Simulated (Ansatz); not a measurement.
# Sr2ZnBi2: what symmetry allows forces and stress to be

```yaml
crystal:
  lattice:
    - [5.02771, 0.02539, 0.00397]
    - [-2.49186, 4.31605, -0.00793]
    - [0.00725, -0.01255, 9.29204]
  atoms:
    - { symbol: Sr, position: [0.36950, 0.67458, 0.74311] }
    - { symbol: Sr, position: [0.36950, 0.69492, 0.25689] }
    - { symbol: Zn, position: [0.03060, 0.01530, 0.00000] }
    - { symbol: Bi, position: [0.91633, 0.95816, 0.50000] }
    - { symbol: Bi, position: [0.64739, 0.32370, 0.00000] }
```

Method: DFT PBEsol, scalar-relativistic, plane waves, PAW (Ansatz 0.2.0).

Settings: cutoff 420 eV, Γ-centred mesh 8×8×4 on the computed 5-atom cell, Gaussian smearing of 0.10 eV; no spin polarisation.

This distorted cell has space group C2, with 2 operations.

Q: Without a calculation: in which directions can each atom feel a force?

A: A force must be left unchanged by every operation that keeps its atom in place, so it lies in the space that those operations leave fixed. Atoms that the group maps onto each other feel forces of one size.
```csv
atom,site symmetry,operations at the site,equivalent to atom,allowed force (Cartesian)
Sr1,1,1,1,any direction
Sr2,1,1,1,any direction
Zn3,2,2,3,"along (0.87, 0.50, 0.00)"
Bi4,2,2,4,"along (0.87, 0.50, 0.00)"
Bi5,2,2,5,"along (0.87, 0.50, 0.00)"
```

That leaves 6 independent force components of 15, tied by 1 condition that the forces sum to zero, so 5 remain. A relaxation in this cell that keeps the symmetry moves the atoms in these directions alone.

Q: And the stress tensor?

A: It must be invariant under the point group, which leaves 4 independent components. Linear relations between components hold in this frame.

Q: Do the computed values obey this?

A: Yes. Forces (eV/Å):
```
Sr1 -0.332 -0.168 -0.356
Sr2 -0.311 -0.204  0.356
Zn3 -0.410 -0.236  0.000
Bi4  0.582  0.336  0.000
Bi5  0.470  0.272  0.000
```

Stress (GPa, compression positive, xx yy zz yz xz xy): -3.09 -4.26 -3.47 -0.09 0.05 1.02. The program imposes the same operations on density, forces and stress, so this confirms the analysis and is no independent test of the calculation.

Spin–orbit coupling is left out, which can shift energies with elements as heavy as these.